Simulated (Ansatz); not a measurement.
Task: Os (hcp (Mg type), P6_3/mmc) is relaxed with plane-wave PAW PBEsol (Ansatz code). What lattice parameters of the conventional cell result?

Result: a = 2.729 Å, c = 4.310 Å.

The cell was relaxed with PBEsol under the symmetry of its start; of distortions, only those at the zone centre were tested. No spin polarisation was allowed. Axis ratios of metals converge slowly with the k-mesh, so a and c are less sure than the volume. Spin–orbit coupling is left out wherever it is not named.

Potentials: the earlier of the program's two PAW sets.
